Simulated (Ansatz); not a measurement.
GaNi$_{3}$N (anti-perovskite, Pm-3m) at seven volumes, the program Ansatz at the PBEsol level (PAW), scaled uniformly. One row is withheld.

| V (Å³/atom) | P (GPa) |
|---|---|
| 9.447 | 25.97 |
| 9.759 | ? |
| 10.070 | 7.20 |
| 10.382 | -0.02 |
| 10.693 | -6.12 |
| 11.004 | -11.25 |
| 11.316 | -15.56 |

Question: Fit the shown pressures and predict the withheld one.

Answer: Third-order Birch–Murnaghan: P = (3/2)B₀(x^(7/2) − x^(5/2))[1 + (3/4)(B′ − 4)(x − 1)] with x = (V₀/V)^(2/3). Least squares on the six rows gives V₀ = 10.380 Å³/atom, B₀ = 220.8 GPa, B′ = 4.69. At V = 9.759, x = 1.0420 and P = 15.75 GPa. The run itself gave 15.78 GPa.

The cell is a constructed one: a structure type filled with these elements; neither database checked (COD, Materials Project) lists it. Its standing as an ambient phase is unchecked. Symmetry was held in the PBEsol relaxation; phonons show weakly imaginary modes. The workflow began spin-polarised and lost its moments.

Potentials: the later of the program's two PAW sets.
